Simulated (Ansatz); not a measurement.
BP:
```yaml
crystal:
  lattice:
    - [3.17947, 0.00000, 0.00000]
    - [-1.58974, 2.75350, 0.00000]
    - [0.00000, 0.00000, 5.27439]
  atoms:
    - { symbol: B, position: [0.66667, 0.33333, 0.50045] }
    - { symbol: B, position: [0.33333, 0.66667, 0.00045] }
    - { symbol: P, position: [0.66667, 0.33333, 0.87455] }
    - { symbol: P, position: [0.33333, 0.66667, 0.37455] }
```

x, y and z are the axes in which the lattice vectors are written.

### Question
Give the proper piezoelectric stress tensor with relaxed ions from DFT-PBEsol in the program Ansatz with PAW potentials.

### Answer
In C/m², rows x, y, z, Voigt columns; mesh uncertainty up to 0.01.
```
 0.00   0.00   0.00   0.00   0.11   0.00
 0.00   0.00   0.00   0.11   0.00   0.00
 0.14   0.14  -0.32   0.00   0.00   0.00
```

The elastic tensor of the same run (GPa):

```
 413  63.4  28.3   0.0   0.0   0.0
63.4   413  28.3   0.0   0.0   0.0
28.3  28.3   465   0.0   0.0   0.0
 0.0   0.0   0.0   134   0.0   0.0
 0.0   0.0   0.0   0.0   134   0.0
 0.0   0.0   0.0   0.0   0.0   175
```

### Question
Convert to strain constants d = e·S.

### Answer
In pC/N:
```
 0.0   0.0   0.0   0.0   0.8   0.0
 0.0   0.0   0.0   0.8   0.0   0.0
 0.3   0.3  -0.7   0.0   0.0   0.0
```

Space group P6_3mc (wurtzite). The workflow started from a Materials Project entry (that database holds measured and hypothetical structures alike); the Crystallography Open Database copy checked does not list it. It is not the phase usual at ambient conditions (space group No. 216). Symmetry was held in the PBEsol relaxation; its stability against distortions is not shown here.

Potentials: the later of the program's two PAW sets.
